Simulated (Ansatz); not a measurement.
Ag3O:
```xyz
8
Lattice="5.3218 0.0000 0.0000 -2.6609 4.6089 0.0000 0.0000 0.0000 4.9712" Properties=species:S:1:pos:R:3 pbc="T T T"
O      0.0000     3.0726     2.4856
O      2.6609     1.5363     2.4856
Ag     1.6560     0.0000     1.0965
Ag    -0.8280     1.4342     1.0965
Ag     1.8329     3.1747     1.0965
Ag    -1.8329     3.1747     3.8747
Ag     3.6658     0.0000     3.8747
Ag     0.8280     1.4342     3.8747
```

Relaxed with r²SCAN. Special points in fractions of this cell's reciprocal vectors: Γ (0.000, 0.000, 0.000); M (0.500, 0.000, 0.000); K (0.333, 0.333, 0.000); A (0.000, 0.000, 0.500); L (0.500, 0.000, 0.500); H (0.333, 0.333, 0.500); H2 (0.333, 0.333, -0.500).

### Question
List the band energies nearest the Fermi level at these points for r²SCAN with spin–orbit coupling in the plane-wave PAW code Ansatz.

### Answer
In eV from the Fermi level; about four levels below and three above (degenerate sets whole), none deeper than 8.9 eV; points with the same levels are listed once.

```csv
k,below,above
Γ,-0.79 -0.79 -0.78 -0.78,0.11 0.11 2.04 2.04
M,-0.37 -0.37 -0.24 -0.24,2.24 2.24 3.43 3.43
K,-1.00 -1.00 -0.46 -0.46,0.53 0.53 0.56 0.56
A,-0.80 -0.80 -0.45 -0.45,0.11 0.11 4.44 4.44
L,-0.60 -0.60 -0.51 -0.51,1.88 1.88 1.95 1.95
H,-1.33 -1.33 -1.26 -1.26,0.06 0.06 2.06 2.06
```

Space group P-31m. The workflow started from an entry of the Crystallography Open Database (COD). Its standing as an ambient phase is unchecked. The r²SCAN relaxation kept the symmetry of its start; its stability against distortions is not shown here. No spin polarisation was allowed.

Potentials: the later of the program's two PAW sets.
